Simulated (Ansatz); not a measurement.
Pt (fcc (Cu type)), relaxed with r²SCAN+D4 (Ansatz, a quantum-chemistry and plane-wave program, plane waves, PAW): a = 3.930 Å, b = 3.930 Å, c = 3.930 Å, α = 90.00°, β = 90.00°, γ = 90.00°.

```
Property              Result
--------------------  ------
B₀ by P(V) fit (GPa)     279
K_Hill (GPa)             280
G_Hill (GPa)            63.5
Θ_D (K)                  235
```

Q: The same phase is relaxed and computed with PBE in the same code. What are the cell and these values now?

A: a = b = c = 3.9701 Å, α = β = γ = 90.00°.

B₀ by P(V) fit (GPa): 248
K_Hill (GPa): 248
G_Hill (GPa): 60.9
Θ_D (K): 231

All cells were relaxed under the symmetry of their starts (and spin orders); stability against distortions was not tested throughout. Rows with no word on spin ran without spin polarisation. Spin–orbit coupling is left out wherever it is not named.

Potentials: the later of the program's two PAW sets.

Ansatz is a plane-wave DFT program.
